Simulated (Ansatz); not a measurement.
Theory: DFT PBE, scalar-relativistic, plane waves, PAW (Ansatz). Cutoff 420 eV, Γ-centred meshes of about 0.25 Å⁻¹ or finer for metals and 0.3 Å⁻¹ for insulators (2π included), Gaussian smearing. No spin polarisation.

Temperature and zero-point effects are left out.

Compare these two cells of Rb₃NaO₂, each relaxed at this level.

A.

```cif
data_structure
_symmetry_space_group_name_H-M 'Cmmm'
_symmetry_Int_Tables_number 65
_cell_length_a 8.3421
_cell_length_b 9.7518
_cell_length_c 4.2720
_cell_angle_alpha 90.000
_cell_angle_beta 90.000
_cell_angle_gamma 90.000
_cell_volume 347.53
loop_
_atom_site_label
_atom_site_type_symbol
_atom_site_symmetry_multiplicity
_atom_site_Wyckoff_symbol
_atom_site_fract_x
_atom_site_fract_y
_atom_site_fract_z
_atom_site_occupancy
Rb1 Rb 2 b 0.50000 0.00000 0.00000 1
Rb2 Rb 4 f 0.25000 0.25000 0.50000 1
Na1 Na 2 a 0.00000 0.00000 0.00000 1
O1 O 4 i 0.50000 0.72633 0.00000 1
```

B.

```cif
data_structure
_symmetry_space_group_name_H-M 'I4/mmm'
_symmetry_Int_Tables_number 139
_cell_length_a 5.9104
_cell_length_b 5.9104
_cell_length_c 9.8451
_cell_angle_alpha 90.000
_cell_angle_beta 90.000
_cell_angle_gamma 90.000
_cell_volume 343.92
loop_
_atom_site_label
_atom_site_type_symbol
_atom_site_symmetry_multiplicity
_atom_site_Wyckoff_symbol
_atom_site_fract_x
_atom_site_fract_y
_atom_site_fract_z
_atom_site_occupancy
Rb1 Rb 2 b 0.50000 0.50000 0.00000 1
Rb2 Rb 4 d 0.00000 0.50000 0.25000 1
Na1 Na 2 a 0.00000 0.00000 0.00000 1
O1 O 4 e 0.00000 0.00000 0.22035 1
```

Question: Which form is favoured at zero pressure, and by what margin per atom?

Answer: B is lower, by 27 meV/atom. A has space group Cmmm (No. 65), 29.0 Å³/atom and no gap on its mesh; B has space group I4/mmm (No. 139), 28.7 Å³/atom and no gap. Counting O atoms around Na and Rb (those within 1.25 times the shortest such distance or 1.15 times the sum of covalent radii; a slash parts the counts of unlike sites), A and B both have Rb 2/4, Na 2. Both come from trial cells of a structure search, whose lowest cell (Pm, 26.8 Å³/atom) lies 97 meV/atom below the lower of the two.

The zero gap of Cmmm may come from the functional, which often closes small gaps, or the cell may be a true semimetal. Trial moments fell under 0.15 μB along the way in Cmmm and I4/mmm; another start might hold them. Cells relaxed within their symmetry can be saddle points. Some structure types and database cells were kept out of the candidates from the start, so a known form may be missing.
